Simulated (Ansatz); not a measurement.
One atom moved over a plane in Ca

Method: DFT r2SCAN, scalar-relativistic, plane waves, PAW in Ansatz 0.2.0. Cutoff 500 eV, Γ-centred 12×12×8 k-points, Gaussian smearing of 0.15 eV. No spin polarisation. Energies are free energies at this smearing, counted from the undisturbed cell; pressure is positive in compression.

The starting cell (as given, not relaxed at this level; it stands at -0.5 GPa; this form isn't the usual structure):

```
Ca
1.0
     3.98000    0.00000    0.00000
    -1.99000    3.44678    0.00000
     0.00000    0.00000    6.52000
Ca
2
Cartesian
  0.0000 2.2979 1.6300
  1.9900 1.1489 4.8900
```

Atom 1 (Ca) is moved by p along (1.000, 0.000, 0.000) and q along (0.000, 1.000, 0.000) (Å), all else fixed. Points are written (p, q).

Energy above the undisturbed cell in eV/cell (a dash: not computed):

| p \ q | -0.300 | -0.150 | 0.000 | 0.150 | 0.300 |
| --- | --- | --- | --- | --- | --- |
| -0.300 | 0.04 | ? | 0.02 | 0.02 | 0.03 |
| -0.150 | 0.02 | ? | 0.00 | – | 0.02 |
| 0.000 | 0.01 | 0.00 | 0.00 | 0.00 | ? |
| 0.150 | 0.02 | ? | 0.00 | – | 0.02 |
| 0.300 | 0.04 | ? | 0.02 | 0.02 | 0.03 |

Q: Fill in the withheld energies.

A: (-0.300, -0.150): 0.02; (-0.150, -0.150): 0.01; (0.000, 0.300): 0.02; (0.150, -0.150): 0.01; (0.300, -0.150): 0.02.